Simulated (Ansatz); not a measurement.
**Thickness series of a surface: bcc Cr (110)**

All-electron LAPW in Ansatz 0.2.0 under PBE, scalar-relativistic, energies extrapolated to zero smearing, no spin–orbit coupling, ferromagnetic start (antiferromagnetic order not tried). The 1×1 slabs (area 5.74 Å²) are cut from the bulk relaxed on PAW files, and their atoms are relaxed; γ counts from the bulk energy, Δd12 is the change of the outer spacing. No reconstruction is allowed, and meshes differ a little between slabs.

```
planes  γ (J/m²)  Φ (eV)  Δd12 (%)
     1         ?    4.95         –
     3     3.321    4.85         ?
     4     3.262    4.85      -3.9
     5     3.245    4.77      -4.8
     6     3.228    4.79      -4.5
     7     3.223    4.79      -4.6
```

**Question.** Fill in "Δd12 (%)" for the row "3".

**Answer.** -3.4.

**Question.** Fill in "γ (J/m²)" for the row "1".

**Answer.** 3.534.

**Question.** How far have the values settled with thickness?

**Answer.** Between 6 and 7 planes γ moves by -0.2 % and Φ by 0.00 eV. Thin films carry quantum-size oscillations, so two neighbours that agree don't prove convergence.
